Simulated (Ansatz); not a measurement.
GaSb, in the lowest among the structures calculated here: F-43m (No. 216), cF8, zinc blende type; a = b = c = 6.133 Å, α = β = γ = 90.00°; Sb 4c (0.250, 0.250, 0.250); Ga 4a (0.000, 0.000, 0.000). Method: r2SCAN (plane waves to 500 eV, PAW, scalar-relativistic; Ansatz, a program for electronic structure). Element references, the lowest calculated here: Sb (R-3m), Ga (Cmce).

Q: Give the formation energy of this F-43m form of GaSb from the elements at the level r2SCAN.

A: -0.24 eV/atom.

Static energies, no anion corrections, no zero-point energy. Values are rounded to 0.01 eV/atom. Spin-orbit coupling is missing from these energies, which matters for elements this heavy. The compounds carry no spin polarisation.
